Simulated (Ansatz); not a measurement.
Input and command of a calculation in Ansatz (plane waves; scalar-relativistic PAW potentials unless the input names others):

```yaml
crystal:
  lattice:
    - [3.2351980836, 0.0, 0.0]
    - [-1.6175990418, 2.8017637266, 0.0]
    - [0.0, 0.0, 5.2114015619]
  atoms:
    - { symbol: Zn, position: [0.3333333333, 0.6666666667, 0.4996921304] }
    - { symbol: Zn, position: [0.6666666667, 0.3333333333, -0.0003078696] }
    - { symbol: O, position: [0.6666666667, 0.3333333333, 0.3793178696] }
    - { symbol: O, position: [0.3333333333, 0.6666666667, 0.8793178696] }
basis:
  ecutwfc: "30 meV"
kpoints:
  mp_grid: { grid: [12, 12, 6] }
hamiltonian:
  xc: r2scan
scf:
  occupations: { method: gaussian, width: 0.02 }
  max_iter: 75
output:
  forces: true
  eigenvalues: true
  stress: true
```

```bash
ansatz run input.yaml --threads 1 --pin off --max-ram 2560MiB --backend cpu --events-out ev --progress --plain --runs-dir out
```

**Question.** Will this input run?

**Answer.** The program refuses it, because of a cutoff in the wrong unit (basis.ecutwfc: 500 → "30 meV"). With the sound run's settings it is accepted.

Abridged log:
```
Error: inconsistent input (basis.ecutwfc, kpoints): the smallest per-k basis holds n_pw = 0 plane waves (k-point 1, counted from 0 among those solved) but the deck needs at least 19 band(s) per channel, and no run solves more bands than the smallest per-k basis has plane waves; raise basis.ecutwfc until the smallest per-k basis, which caps the automatic band count, holds at least 19 plane waves
```